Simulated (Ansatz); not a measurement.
TiN:
```yaml
crystal:
  lattice:
    - [0.00000, 2.11657, 2.11657]
    - [2.11657, 0.00000, 2.11657]
    - [2.11657, 2.11657, 0.00000]
  atoms:
    - { symbol: Ti, position: [0.00000, 0.00000, 0.00000] }
    - { symbol: N, position: [0.50000, 0.50000, 0.50000] }
```

Relaxed with r²SCAN.

Question: Decompose the optical modes at the zone centre into irreducible representations, and say which are infrared and Raman allowed.

Answer: Point group m-3m: Γ_opt = T1u. Infrared: T1u. Raman: none.

Question: Assign frequencies (DFPT, r²SCAN (plane waves, PAW; program Ansatz)).

Answer: T1u 521 cm⁻¹.

Space group Fm-3m (rock salt). The r²SCAN relaxation kept the symmetry of its start; of distortions, only those at the zone centre were tested. No spin polarisation was allowed. With an odd number of electrons in the cell and no spin polarisation, the count alone makes it a metal. As this level gives no gap, phonon frequencies hold no LO–TO term and depend on the k-mesh and smearing (Fermi–Dirac, 0.1 eV here).

Potentials: the earlier of the program's two PAW sets.
